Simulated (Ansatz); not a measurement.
# What a trial cell of Pt relaxes into

The calculation used DFT PBEsol, scalar-relativistic, plane waves, PAW in Ansatz. Cutoff 420 eV, Γ-centred k mesh, Gaussian smearing, no spin polarisation in the final step.

The start puts Pt on the iodine structure type (Cmce, No. 64), at a guessed volume.

```
Pt
1.0
     2.65060   -1.75184    0.00000
     2.65060    1.75184    0.00000
     0.00000    0.00000    7.14620
Pt
4
Direct
  0.85000 0.15000 0.11700
  0.65000 0.35000 0.61700
  0.15000 0.85000 0.88300
  0.35000 0.65000 0.38300
```

Cell and atoms relax at zero pressure; the relaxation can't lower the symmetry of the start. After a coarse first stage the cell is made exact in the group found at 0.06 Å.

(1) Describe the relaxed structure.

(2) What are its volume, density and gap?

Results:

(1) It ends in Fm-3m (No. 225). The result has the fcc structure. Conventional cell: a = 3.918 Å. Pt has 12 Pt at 2.77 Å.

```xyz
1
Lattice="0.0000 1.9591 1.9591 1.9591 0.0000 1.9591 1.9591 1.9591 0.0000" Properties=species:S:1:pos:R:3 pbc="T T T"
Pt    1.9591    1.9591    1.9591
```

(2) The volume per atom is 15.04 Å³, the density is 21.54 g/cm³ and the gap on the 24×24×24 mesh is 0 eV (a metal).

The final run used a 24×24×24 mesh on its 1-atom cell and 0.10 eV smearing. Spin–orbit coupling is left out. Symmetry constrained the relaxation, so the result can be a saddle point. The steps took roughly 40 core-seconds in all.